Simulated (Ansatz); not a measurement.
This cell of Bi$_{2}$Se$_{3}$ (Bi2Te3 type, space group R-3m) is off equilibrium:

```
Bi2Se3
1.0
    2.07220     1.19638     9.48183
   -2.07220     1.19638     9.48183
    0.00000    -2.39277     9.48183
Bi Se
2 3
Direct
  0.40088   0.40088   0.40088
  0.59912   0.59912   0.59912
  0.03187   0.03187   0.95236
  0.21052   0.21052   0.21052
  0.78948   0.78948   0.78948
```

Level of theory: PBE-D3(BJ) (plane waves to 420 eV, PAW, scalar-relativistic; Ansatz, a quantum-chemistry and plane-wave program). k mesh 8×8×8 (Γ-centred), Fermi-Dirac smearing 0.05 eV. The energy includes the smearing's −TS. Compression counts positive. Bi2Se3 was relaxed with its symmetry unable to fall. Spin-orbit coupling is left out, though Bi is heavy. The PAW data are Ansatz's earlier set.

Problem. Predict the force on every atom, in eV/Å.

Solution. 
```csv
atom,Fx,Fy,Fz
Bi1,0.000,0.218,0.451
Bi2,0.000,-0.019,0.186
Se3,0.000,-0.694,-0.887
Se4,0.000,0.175,0.076
Se5,0.000,0.319,0.174
```

Problem. What is the stress tensor (GPa)?

Solution. 
```
  -0.12     0.00     0.00
   0.00     1.07     0.94
   0.00     0.94     0.55
```
The pressure, a third of the trace, is 0.50 GPa.

Problem. In it atom 3 sits (0.000, 0.190, 0.153) Å away from its relaxed site. What is its energy relative to the relaxed cell?

Solution. 126 meV/cell.

(A displaced cell: forces are minus the slopes of the energy, force constants its curvatures, and phonons follow from these.)
